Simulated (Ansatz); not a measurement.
An Ansatz (a quantum-chemistry and plane-wave program) run. Input:

Ansatz 0.2 input:
```yaml
crystal:
  lattice:
    - [1.3368890665, 0.7718532624, 4.7648167502]
    - [-1.3368890665, 0.7718532624, 4.7648167502]
    - [0.0, -1.5437065249, 4.7648167502]
  atoms:
    - { symbol: Si, position: [0.0, 0.0, 0.0] }
    - { symbol: O, position: [0.2702368031, 0.2702368031, 0.2702368031] }
    - { symbol: O, position: [0.7297631969, 0.7297631969, 0.7297631969] }
kpoints:
  mp_grid: { grid: [12, 12, 12] }
hamiltonian:
  xc: r2scan
  pseudopotentials: { kind: paw }
scf:
  occupations: { method: fixed }
elastic: { mode: relaxed_ion, stencil: two_point, amplitude: 0.005, f_tol: 0.0005 }
```

Output (shortened):

```
Pseudopotential: Si, paw, valence charge 4
Pseudopotential: O, paw, valence charge 6
Functional definition: r2SCAN
Crystal: 3 atoms, lattice volume = 29.500 Å³
Basis set: ecut = 500 eV, 743 PW (Γ), exchange–correlation on 160×160×160 points (64 copies of the dense FFT grid, shifted against one another)
Bands: 12, of which v1, the nominal top of the filled ones, is band 8 counted from 1 (7 counted from 0)
Symmetry: 12 space group operations
Space group: R-3m (ITA 166), of the structure as read, at distance tolerance 3.1e-5 Å
k-points: 189 of 1728
SCF 1 converged in 10 iterations: F = -1779.105840 eV  dr2 = 1.60e-15
relax step   1: F+E_penalty+E_count = -1779.10584049 eV  Δ(F+E_penalty+E_count) = +0.000e0 eV  max|allowed force component| = 6.607e-4 eV/Å  Δτ_max = 0.0000 Å  (10 SCF iters, accepted)
Crystal: 3 atoms, lattice volume = 29.500 Å³
SCF 2 converged in 6 iterations: F = -1779.105841 eV  dr2 = 6.20e-14
relax step   2: F+E_penalty+E_count = -1779.10584050 eV  Δ(F+E_penalty+E_count) = -1.093e-8 eV  max|allowed force component| = 3.126e-4 eV/Å  Δτ_max = 0.0000 Å  (6 SCF iters, accepted)
Crystal: 3 atoms, lattice volume = 29.500 Å³
SCF 3 converged in 10 iterations: F = -1779.105841 eV  dr2 = 9.05e-18
Crystal: 3 atoms, lattice volume = 29.500 Å³
SCF 4 converged in 2 iterations: F = -1779.105841 eV  dr2 = 1.01e-17
Crystal: 3 atoms, lattice volume = 29.353 Å³
Symmetry: 4 space group operations
k-points: 476 of 1728
SCF 5 converged in 9 iterations: F = -1779.104522 eV  dr2 = 4.53e-15
relax step   1: F+E_penalty+E_count = -1779.10452183 eV  Δ(F+E_penalty+E_count) = +0.000e0 eV  max|allowed force component| = 5.538e-2 eV/Å  Δτ_max = 0.0000 Å  (9 SCF iters, accepted)
Crystal: 3 atoms, lattice volume = 29.353 Å³
SCF 6 converged in 8 iterations: F = -1779.104635 eV  dr2 = 2.29e-14
relax step   2: F+E_penalty+E_count = -1779.10463505 eV  Δ(F+E_penalty+E_count) = -1.132e-4 eV  max|allowed force component| = 2.900e-3 eV/Å  Δτ_max = 0.0019 Å  (8 SCF iters, accepted)
Crystal: 3 atoms, lattice volume = 29.353 Å³
SCF 7 converged in 7 iterations: F = -1779.104636 eV  dr2 = 4.39e-14
relax step   3: F+E_penalty+E_count = -1779.10463551 eV  Δ(F+E_penalty+E_count) = -4.550e-7 eV  max|allowed force component| = 2.911e-4 eV/Å  Δτ_max = 0.0001 Å  (7 SCF iters, accepted)
Crystal: 3 atoms, lattice volume = 29.353 Å³
SCF 8 converged in 2 iterations: F = -1779.104636 eV  dr2 = 2.07e-15
Crystal: 3 atoms, lattice volume = 29.648 Å³
Basis set: ecut = 500 eV, 747 PW (Γ), exchange–correlation on 160×160×160 points (64 copies of the dense FFT grid, shifted against one another)
SCF 9 converged in 9 iterations: F = -1779.104525 eV  dr2 = 4.15e-15
relax step   1: F+E_penalty+E_count = -1779.10452536 eV  Δ(F+E_penalty+E_count) = +0.000e0 eV  max|allowed force component| = 5.450e-2 eV/Å  Δτ_max = 0.0000 Å  (9 SCF iters, accepted)
Crystal: 3 atoms, lattice volume = 29.648 Å³
SCF 10 converged in 8 iterations: F = -1779.104640 eV  dr2 = 1.46e-14
relax step   2: F+E_penalty+E_count = -1779.10464000 eV  Δ(F+E_penalty+E_count) = -1.146e-4 eV  max|allowed force component| = 1.066e-3 eV/Å  Δτ_max = 0.0020 Å  (8 SCF iters, accepted)
Crystal: 3 atoms, lattice volume = 29.648 Å³
SCF 11 converged in 6 iterations: F = -1779.104640 eV  dr2 = 8.68e-15
relax step   3: F+E_penalty+E_count = -1779.10464004 eV  Δ(F+E_penalty+E_count) = -4.267e-8 eV  max|allowed force component| = 3.636e-6 eV/Å  Δτ_max = 0.0000 Å  (6 SCF iters, accepted)
Crystal: 3 atoms, lattice volume = 29.648 Å³
SCF 12 converged in 2 iterations: F = -1779.104640 eV  dr2 = 1.97e-15
Crystal: 3 atoms, lattice volume = 29.353 Å³
SCF 13 converged in 9 iterations: F = -1779.105206 eV  dr2 = 1.72e-15
relax step   1: F+E_penalty+E_count = -1779.10520637 eV  Δ(F+E_penalty+E_count) = +0.000e0 eV  max|allowed force component| = 1.367e-1 eV/Å  Δτ_max = 0.0000 Å  (9 SCF iters, accepted)
Crystal: 3 atoms, lattice volume = 29.353 Å³
SCF 14 converged in 8 iterations: F = -1779.105805 eV  dr2 = 8.53e-14
relax step   2: F+E_penalty+E_count = -1779.10580480 eV  Δ(F+E_penalty+E_count) = -5.984e-4 eV  max|allowed force component| = 7.430e-4 eV/Å  Δτ_max = 0.0044 Å  (8 SCF iters, accepted)
Crystal: 3 atoms, lattice volume = 29.353 Å³
SCF 15 converged in 5 iterations: F = -1779.105805 eV  dr2 = 6.79e-14
relax step   3: F+E_penalty+E_count = -1779.10580482 eV  Δ(F+E_penalty+E_count) = -1.779e-8 eV  max|allowed force component| = 3.114e-6 eV/Å  Δτ_max = 0.0000 Å  (5 SCF iters, accepted)
Crystal: 3 atoms, lattice volume = 29.353 Å³
SCF 16 converged in 2 iterations: F = -1779.105805 eV  dr2 = 1.34e-14
Crystal: 3 atoms, lattice volume = 29.648 Å³
Basis set: ecut = 500 eV, 749 PW (Γ), exchange–correlation on 160×160×160 points (64 copies of the dense FFT grid, shifted against one another)
SCF 17 converged in 9 iterations: F = -1779.105183 eV  dr2 = 1.18e-14
relax step   1: F+E_penalty+E_count = -1779.10518305 eV  Δ(F+E_penalty+E_count) = +0.000e0 eV  max|allowed force component| = 1.362e-1 eV/Å  Δτ_max = 0.0000 Å  (9 SCF iters, accepted)
Crystal: 3 atoms, lattice volume = 29.648 Å³
SCF 18 converged in 8 iterations: F = -1779.105785 eV  dr2 = 3.04e-14
relax step   2: F+E_penalty+E_count = -1779.10578540 eV  Δ(F+E_penalty+E_count) = -6.024e-4 eV  max|allowed force component| = 8.913e-4 eV/Å  Δτ_max = 0.0044 Å  (8 SCF iters, accepted)
Crystal: 3 atoms, lattice volume = 29.648 Å³
SCF 19 converged in 6 iterations: F = -1779.105785 eV  dr2 = 5.07e-15
relax step   3: F+E_penalty+E_count = -1779.10578543 eV  Δ(F+E_penalty+E_count) = -2.564e-8 eV  max|allowed force component| = 4.062e-6 eV/Å  Δτ_max = 0.0000 Å  (6 SCF iters, accepted)
Crystal: 3 atoms, lattice volume = 29.648 Å³
SCF 20 converged in 2 iterations: F = -1779.105785 eV  dr2 = 4.77e-16
Crystal: 3 atoms, lattice volume = 29.500 Å³
Basis set: ecut = 500 eV, 745 PW (Γ), exchange–correlation on 160×160×160 points (64 copies of the dense FFT grid, shifted against one another)
SCF 21 converged in 10 iterations: F = -1779.105451 eV  dr2 = 2.67e-15
relax step   1: F+E_penalty+E_count = -1779.10545113 eV  Δ(F+E_penalty+E_count) = +0.000e0 eV  max|allowed force component| = 8.336e-2 eV/Å  Δτ_max = 0.0000 Å  (10 SCF iters, accepted)
Crystal: 3 atoms, lattice volume = 29.500 Å³
SCF 22 converged in 9 iterations: F = -1779.105811 eV  dr2 = 1.88e-14
relax step   2: F+E_penalty+E_count = -1779.10581147 eV  Δ(F+E_penalty+E_count) = -3.603e-4 eV  max|allowed force component| = 1.529e-2 eV/Å  Δτ_max = 0.0037 Å  (9 SCF iters, accepted)
Crystal: 3 atoms, lattice volume = 29.500 Å³
SCF 23 converged in 9 iterations: F = -1779.105824 eV  dr2 = 8.35e-15
relax step   3: F+E_penalty+E_count = -1779.10582403 eV  Δ(F+E_penalty+E_count) = -1.256e-5 eV  max|allowed force component| = 1.527e-4 eV/Å  Δτ_max = 0.0008 Å  (9 SCF iters, accepted)
Crystal: 3 atoms, lattice volume = 29.500 Å³
SCF 24 converged in 2 iterations: F = -1779.105824 eV  dr2 = 1.15e-15
Crystal: 3 atoms, lattice volume = 29.500 Å³
SCF 25 converged in 10 iterations: F = -1779.105452 eV  dr2 = 2.88e-15
relax step   1: F+E_penalty+E_count = -1779.10545189 eV  Δ(F+E_penalty+E_count) = +0.000e0 eV  max|allowed force component| = 8.364e-2 eV/Å  Δτ_max = 0.0000 Å  (10 SCF iters, accepted)
Crystal: 3 atoms, lattice volume = 29.500 Å³
SCF 26 converged in 9 iterations: F = -1779.105826 eV  dr2 = 2.33e-14
relax step   2: F+E_penalty+E_count = -1779.10582597 eV  Δ(F+E_penalty+E_count) = -3.741e-4 eV  max|allowed force component| = 1.326e-3 eV/Å  Δτ_max = 0.0045 Å  (9 SCF iters, accepted)
Crystal: 3 atoms, lattice volume = 29.500 Å³
SCF 27 converged in 6 iterations: F = -1779.105826 eV  dr2 = 1.01e-14
relax step   3: F+E_penalty+E_count = -1779.10582602 eV  Δ(F+E_penalty+E_count) = -5.746e-8 eV  max|allowed force component| = 8.066e-6 eV/Å  Δτ_max = 0.0000 Å  (6 SCF iters, accepted)
Crystal: 3 atoms, lattice volume = 29.500 Å³
SCF 28 converged in 2 iterations: F = -1779.105826 eV  dr2 = 1.25e-15
SCF converged after 2 iterations
Stability not checked: this state was not tested for a lower state beside it, because too few of the mixer's solves of this state at the end of the SCF gave a …
Free energy (F): -1779.105841 eV
Harris-Foulkes:  -1779.105841 eV  (|F-HF|=4.55e-13)
Internal energy: -1779.105841 eV  (E = F + TS)
E sigma→0 (E₀):  -1779.105841 eV
Fermi energy:    5.104419 eV
--- Per-component energies (eV) ---
  E_band       = -39.610480
  E_kinetic    = 408.641947
  E_local      = -931.291873  (includes V_loc(G=0)·N_el)
  E_nonlocal   = 115.820234
  E_hartree    = 348.164609
  E_xc         = -202.001314
  E_vxc        = -267.400139  (∫ρ·V_xc dr)
  E_paw        = -840.698656  (= ΣΔE_a)
  E_vpaw       = -78.157630  (= ΣTr[D̂ρ^β])
  E_aug_tail   = 0.002164  (compensation charges beyond the density's cutoff)
  E_vtau       = 16.445600  (kinetic-family band-sum trace: ∫τ·v_τ [+ j·A + Jᵃ·Aᵃ] dr)
  E_ewald      = -677.602637
  E_core_change = -0.140315  (= ΣΔE_core)
  E_smearing   =  0.000000  (= −TS)
  E_closure    =  0.000000  (closes the sum)
  Σ components = -1779.105841   (vs F -1779.105841, Δ=0.00e0)
--- Forces (eV/Å), atoms counted from 1 ---
  atom   1  Si     0.00000000     0.00000000     0.00000000
  atom   2  O      0.00000000     0.00000000     0.00031256
  atom   3  O      0.00000000     0.00000000    -0.00031256
  max |Σ_I F_I| component: 0.0 eV/Å
--- Stress (GPa, compression-positive) ---
       -0.017434       0.000000       0.000000
        0.000000      -0.017434       0.000000
        0.000000       0.000000      -0.017060
  P = ⅓ Tr σ = -0.0173 GPa (-0.173 kbar)
--- Band table (eV; the first three rows and the last of 189) ---
  k-point 0: bands = ["-17.4422", "-13.4682", "-0.2185", "2.7403", "2.7403", "3.9570", "3.9570", "4.7785", "12.4549", "14.5434", "19.0306", "19.7681"]
  k-point 1: bands = ["-17.3168", "-13.4227", "-0.1372", "2.0899", "2.5661", "3.5448", "3.9631", "4.9519", "12.9303", "14.9435", "18.3925", "20.0260"]
  k-point 2: bands = ["-16.9509", "-13.3058", "0.0199", "0.7584", "2.1620", "2.6166", "3.9207", "5.0922", "14.0094", "15.8144", "17.6563", "20.5879"]
  k-point 188: bands = ["-17.4003", "-13.5752", "0.5376", "2.7535", "2.7535", "3.7102", "3.9377", "3.9377", "13.4495", "14.5576", "17.9126", "19.8291"]
--- Elastic constants: 3 strain directions × 2 members + reference (group order 12) ---
  dense FFT box of the reference and of every strained cell: 40×40×40
  strains applied: 11, 33, 23; error gains …
  reference relaxed by the batch: 2 steps …
  largest displacement 1.1e-5 Å; the constants are those of the deck's cell at these positions:
  atoms:
    - { symbol: Si, position: [0.0, 0.0, 1.3705719471414723e-40] }
    - { symbol: O, position: [0.2702375885219441, 0.2702375885219441, 0.270237588521944] }
    - { symbol: O, position: [0.729762411478056, 0.729762411478056, 0.729762411478056] }
  C = ∂σ_k/∂η_j (tension-positive GPa; Voigt order 11 22 33 23 13 12):
       521.542    115.738      5.312     -2.454      0.000      0.000
       115.738    521.542      5.312      2.454      0.000      0.000
         5.319      5.319     18.683      0.000      0.000      0.000
        -2.457      2.457      0.000      5.573      0.000      0.000
         0.000      0.000      0.000      0.000      5.573     -2.457
         0.000      0.000      0.000      0.000     -2.454    202.902
  reference stress σ⁰ (GPa):      0.017      0.017      0.017      0.000      0.000      0.000
  moduli (Voigt/Reuss/Hill, GPa): K = 146.06/18.14/82.10   G = 105.17/11.24/58.21   E = 141.24   ν = 0.213
  mechanically stable: yes (min eigenvalue of sym C = 5.54 GPa)
  strain η (Voigt 11):  stress-route row diagonal C_11 = 521.54 GPa, energy-path curvature d²(F+E_count+ΔE)/dδ²/Ω₀ = 521.50 GPa
         δ    σ_11 (GPa)             F (eV)   n_scf  n_hpsi   n_pw
    -5.000e-3      -2.6407       -1779.1046355       2   61387    762   relax 3 steps, max|allowed force component| 2.91e-4 eV/Å
     5.000e-3       2.5747       -1779.1046400       2   61001    770   relax 3 steps, max|allowed force component| 3.64e-6 eV/Å
  strain η (Voigt 33):  stress-route row diagonal C_33 = 18.68 GPa, energy-path curvature d²(F+E_count+ΔE)/dδ²/Ω₀ = 18.66 GPa
         δ    σ_33 (GPa)             F (eV)   n_scf  n_hpsi   n_pw
    -5.000e-3      -0.0851       -1779.1058048       2   24359    759   relax 3 steps, max|allowed force component| 3.11e-6 eV/Å
     5.000e-3       0.1017       -1779.1057854       2   24211    768   relax 3 steps, max|allowed force component| 4.06e-6 eV/Å
  strain η (Voigt 23):  stress-route row diagonal C_44 = 5.57 GPa, energy-path curvature d²(F+E_count+ΔE)/dδ²/Ω₀ = 5.56 GPa
         δ    σ_23 (GPa)             F (eV)   n_scf  n_hpsi   n_pw
    -5.000e-3      -0.0284       -1779.1058240       2   61040    763   relax 3 steps, max|allowed force component| 1.53e-4 eV/Å
     5.000e-3       0.0273       -1779.1058260       2   61223    766   relax 3 steps, max|allowed force component| 8.07e-6 eV/Å
```

Cost: about 4 core-minutes (a rough figure) on shared cores.

A made-up cell: these elements were put on the sites of a structure type; the Crystallography Open Database copy checked does not list it. It is not the phase usual at ambient conditions (space group No. 92, 152, 154). The cell was relaxed with r²SCAN under the symmetry of its start; whether a distortion lowers the energy is not shown. A crystal of weakly bound layers computed without a dispersion correction: the cell and the soft elastic constants depend strongly on that.

Potentials: the later of the program's two PAW sets.

Ansatz is a plane-wave DFT program.
